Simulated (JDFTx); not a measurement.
Unstrained cell:

System: Si(111) (Fd-3m bulk; lattice of mp-149, not re-optimised at this level), (1×1) cell of 4 atoms in 4 planes, area 12.83 Å² a face, 3.9 Å between the outermost planes in a cell 22.9 Å high; k mesh 6×6×1, Fermi width 0.003 Ha, no spin polarisation. Both faces carry F (1.00 monolayer).

Method: PBE, GBRV ultrasoft potentials, plane waves to 20/100 Ha, in JDFTx (a modified build). The in-plane lattice is scaled by the biaxial strain ε at a fixed k mesh and cell height, and all atoms off the mid-plane are relaxed in vacuum within the cell's symmetry. Zero strain is the lattice given, not this level's minimum.

The edges are semilocal Kohn-Sham levels of this thin slab, taken over the k mesh, and may belong to surface states. Edges are counted from the vacuum level.

```csv
k point of the edge (reduced),ε (%),valence edge (eV)
0.000 0.000,-3,-6.41
0.000 0.000,-1.5,-6.51
0.000 0.000,0,-6.60
0.000 0.000,1.5,withheld
0.000 0.000,3,-6.69
```

Fit y = Dε + qε² + y₀ to the other rows by least squares, predict the withheld value, and compare with the run.

The fit gives D (eV/%) = -0.0470, q (eV/%²) = 0.00525, y₀ (eV) = -6.60, with a root-mean-square miss of 0.003 eV on its own rows. It predicts -6.66 eV; the run gives -6.65 eV, a miss of 0.01 eV.
